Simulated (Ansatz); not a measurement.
RbBiO3:
```yaml
crystal:
  lattice:
    - [4.24337, 0.00000, 0.00000]
    - [0.00000, 4.24337, 0.00000]
    - [0.00000, 0.00000, 4.24337]
  atoms:
    - { symbol: Rb, position: [0.00000, 0.00000, 0.00000] }
    - { symbol: Bi, position: [0.50000, 0.50000, 0.50000] }
    - { symbol: O, position: [0.50000, 0.50000, 0.00000] }
    - { symbol: O, position: [0.00000, 0.50000, 0.50000] }
    - { symbol: O, position: [0.50000, 0.00000, 0.50000] }
```

Relaxed with r²SCAN. Special points in fractions of this cell's reciprocal vectors: Γ (0.000, 0.000, 0.000); X (0.000, 0.500, 0.000); M (0.500, 0.500, 0.000); R (0.500, 0.500, 0.500).

**Question.** List the band energies nearest the Fermi level at these points for plane-wave PAW r²SCAN (Ansatz code).

**Answer.** In eV from the Fermi level; about four levels below and three above (degenerate sets whole), none deeper than 8.9 eV; … stands for higher levels left out; points with the same levels are listed once.

```
k                                below           above
-  -----------------------------------  --------------
Γ  -0.81 -0.81 -0.81 -0.63 -0.63 -0.63          8.16 …
X              -0.93 -0.93 -0.80 -0.80     2.28 8.25 …
M        -1.15 -1.15 -1.11 -1.11 -0.86     0.05 4.27 …
R        -1.46 -1.46 -1.46 -0.85 -0.85  0.08 0.08 0.08
```

Space group Pm-3m (cubic perovskite). The first step of the workflow began from a Materials Project structure, measured or hypothetical; the Crystallography Open Database copy checked does not list it. Its standing as an ambient phase is unchecked. The r²SCAN relaxation kept the symmetry of its start; its stability against distortions is not shown here. Scalar-relativistic: spin–orbit coupling is off unless named, which matters more the heavier the elements.

Potentials: the later of the program's two PAW sets.
